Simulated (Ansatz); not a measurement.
Computed properties of Si₃N₄

Si$_{3}$N$_{4}$:
```yaml
crystal:
  lattice:
    - [7.60577, 0.00000, 0.00000]
    - [-3.80289, 6.58679, 0.00000]
    - [0.00000, 0.00000, 2.90575]
  atoms:
    - { symbol: Si, position: [0.17543, 0.76938, 0.25000] }
    - { symbol: Si, position: [0.40604, 0.17543, 0.75000] }
    - { symbol: Si, position: [0.23062, 0.40604, 0.25000] }
    - { symbol: Si, position: [0.82457, 0.23062, 0.75000] }
    - { symbol: Si, position: [0.59396, 0.82457, 0.25000] }
    - { symbol: Si, position: [0.76938, 0.59396, 0.75000] }
    - { symbol: N, position: [0.33333, 0.66667, 0.25000] }
    - { symbol: N, position: [0.66667, 0.33333, 0.75000] }
    - { symbol: N, position: [0.33031, 0.03126, 0.25000] }
    - { symbol: N, position: [0.29905, 0.33031, 0.75000] }
    - { symbol: N, position: [0.96874, 0.29905, 0.25000] }
    - { symbol: N, position: [0.66969, 0.96874, 0.75000] }
    - { symbol: N, position: [0.70095, 0.66969, 0.25000] }
    - { symbol: N, position: [0.03126, 0.70095, 0.75000] }
```

Space group P6_3/m (No. 176); conventional cell a = b = 7.6058 Å, c = 2.9058 Å, α = β = 90.00°, γ = 120.00°.

Method: the program Ansatz at the r²SCAN level (PAW). Structure relaxed to zero pressure with the same functional. Other levels are named where they apply.

### Cell and energy

```yaml
volume_per_atom: 10.40 Å³
density: 3.20 g/cm³
Formation energy from the elements (no fitted shifts): -1.27 eV/atom
```

### Electronic structure

```yaml
band_gap: 4.99 eV (indirect)
valence_band_maximum: on the Γ–A line, 33 % of the way from Γ
conduction_band_minimum: at Γ
smallest_direct_gap_on_the_standard_path: 5.20 eV
electron_effective_mass: 0.22, 1.4, 1.4 mₑ (principal values)
hole_effective_mass: 0.83, 0.83, 1.7 mₑ (principal values)
HSE06 gap on the r²SCAN cell: 5.77 eV
```

### Mechanics

```yaml
Bulk modulus (Birch–Murnaghan fit): 254 GPa
Pressure derivative B′: 3.7
Elastic constants (relaxed ions, GPa): C11 = 438, C12 = 198, C13 = 113, C33 = 570, C44 = 109
mechanical_stability: stable (all eigenvalues of C positive)
hill_bulk_and_shear_moduli: 255 and 131 GPa
Young's modulus: 336 GPa
Poisson's ratio: 0.28
debye_temperature_from_the_elastic_constants: 974 K
```

### Dielectric response

```yaml
Electronic dielectric constant ε∞ (DFPT): 3.98 (xx = yy), 4.06 (zz)
Static dielectric constant ε0 (ions relaxed, cell fixed): 7.70 (xx = yy), 7.71 (zz)
Born charges (a third of the trace): Si +3.37, N -2.54 to -2.52 e
```

### Phonons

```yaml
Highest zone-centre frequency (without LO–TO term): 1068 cm⁻¹
zone_centre_stability: no imaginary mode at Γ
dynamical_stability_on_the_path: stable (no imaginary branch)
zero_point_energy: 116.2 meV/atom
Vibrational entropy at 300 K: 8.7 J/(K·mol of atoms)
```

### Charges

```yaml
bader_charges: Si +3.21, N -2.41 to -2.40 e
```

The r²SCAN relaxation kept the symmetry of its start. The references are the lowest solids computed at this level, not always the standard phases (solids in place of the gases).

Potentials: the later of the program's two PAW sets.
